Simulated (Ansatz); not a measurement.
Ni$_{3}$Ge:
```
CELL_PARAMETERS angstrom
      3.53266     0.00000     0.00000
      0.00000     3.53266     0.00000
      0.00000     0.00000     3.53266
ATOMIC_POSITIONS crystal
  Ni 0.50000 0.00000 0.50000
  Ni 0.00000 0.50000 0.50000
  Ni 0.50000 0.50000 0.00000
  Ge 0.00000 0.00000 0.00000
```

Relaxed with r²SCAN. Special points in fractions of this cell's reciprocal vectors: Γ (0.000, 0.000, 0.000); X (0.000, 0.500, 0.000); M (0.500, 0.500, 0.000); R (0.500, 0.500, 0.500).

Q: List the band energies nearest the Fermi level at these points for plane-wave PAW r²SCAN with spin–orbit coupling (Ansatz code).

A: In eV from the Fermi level; about four levels below and three above (degenerate sets whole), none deeper than 8.9 eV; points with the same levels are listed once.

```csv
k,below,above
Γ,-0.69 -0.69 -0.69 -0.69 -0.34 -0.34,0.00 0.00 0.08 0.08 0.08 0.08
X,-1.21 -1.21 -0.63 -0.63,0.06 0.06 3.68 3.68
M,-0.95 -0.95 -0.92 -0.92,0.63 0.63 0.64 0.64
R,-0.18 -0.18 -0.18 -0.18,0.80 0.80 4.37 4.37
```

Space group Pm-3m (Cu3Au type). The first step of the workflow began from a Materials Project structure, measured or hypothetical; the Crystallography Open Database copy checked does not list it. Its standing as an ambient phase is unchecked. The cell was relaxed with r²SCAN under the symmetry of its start; of distortions, only those at the zone centre were tested. The run is not spin-polarised.

Potentials: the later of the program's two PAW sets.
